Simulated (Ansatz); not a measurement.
Profile along the O–Sr line in SrO (rock salt)

SrO (rock salt)

```
SrO
1.0
    0.00000     2.56110     2.56110
    2.56110     0.00000     2.56110
    2.56110     2.56110     0.00000
O Sr
1 1
Direct
  0.00000   0.00000   0.00000
  0.50000   0.50000   0.50000
```

Fields along a shortest O–Sr line of a {100} plane (2.56 Å), from O to Sr, interpolated on the slice's grid (step about 0.2 Å). Level of theory: PBEsol (plane waves to 420 eV, PAW, scalar-relativistic; Ansatz, a quantum-chemistry and plane-wave program). k mesh 11×11×11. Near the nuclei the fields are pseudised (PAW); where an atom keeps semicore shells as valence, they peak there. SrO was relaxed with its symmetry unable to fall.

```csv
distance from O (Å),valence electron density (e/Å³),electron localisation function
0.00,7.57,x
0.26,6.23,x
0.51,2.85,0.81
0.77,0.88,0.78
1.02,0.33,0.37
1.28,0.24,0.10
1.54,0.53,0.51
1.79,1.52,0.85
2.05,2.68,0.77
2.30,2.12,x
2.56,1.07,x
```

x: too close to a nucleus for the ELF to mean much.

Density on the O–Sr line (2.56 Å) at its density minimum, 1.2 Å from O: 0.24 e/Å³. ELF at that point: 0.1. Character of the O–Sr contact (rough rule: ELF there above 0.7 covalent, below 0.2 ionic, polar between): closed-shell (ionic).
